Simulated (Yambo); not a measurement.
Yambo run on CaAlSiH (space group P3m1, No. 156). The wavefunctions are PBEsol (Quantum ESPRESSO, PseudoDojo norm-conserving, 72 Ry, without SOC) ones on a 3×3×4 mesh (9 occupied bands); a = 4.124 Å, b = 4.124 Å, c = 4.533 Å, α = 90.00°, β = 90.00°, γ = 120.00°.

Yambo input:

```
rim_cut
gw0
dyson
el_el_corr
HF_and_locXC
ppa
em1d
RandQpts= 1000000
RandGvec= 1 Ry
EXXRLvcs= 72 Ry
VXCRLvcs= 288 Ry
Chimod= "HARTREE"
% BndsRnXp
 2 | 123 |
%
NGsBlkXp= 8 Ry
% LongDrXp
 1.0 | 1.0 | 1.0 |
%
PPAPntXp= 27.2114 eV
% GbndRnge
 1 | 123 |
%
GTermKind= "none"
DysSolver= "n"
ExtendOut
% QPkrange
 3 | 3 | 9 | 10 |
 5 | 5 | 10 | 10 |
%
```

k points by index: 3 = A, 5 = (0, 0.333, 0.25).

Resulting energies as the program prints them:

```
#    K-point    Band    Eo [eV]    E [eV]    E-Eo [eV]    Vxc [eV]    Vnlxc [eV]    Sc|Eo [eV]    Sc|E [eV]    dSc/dw|Eo [eV]    Re(Z)    Im(Z)
#
    3    9    0.000000    -0.496949    -0.496949    -10.68201    -11.91748    0.590963    0.738519    -8.078504    0.771078    -0.001678
    3    10    1.116016    1.550320    0.434304    -10.83324    -6.198651    -4.074366    -4.200283    -7.886499    0.775296    -0.001735
    5    10    0.423466    0.571515    0.148050    -9.759257    -5.789876    -3.779023    -3.821332    -7.769067    0.777899    -0.001726
```
(The two width columns are left out.) Convergence of these settings isn't established.

Geometry relaxed with PBEsol.

The structure is a Materials Project entry; no match was found in the copy of COD used, and its stability was not checked.
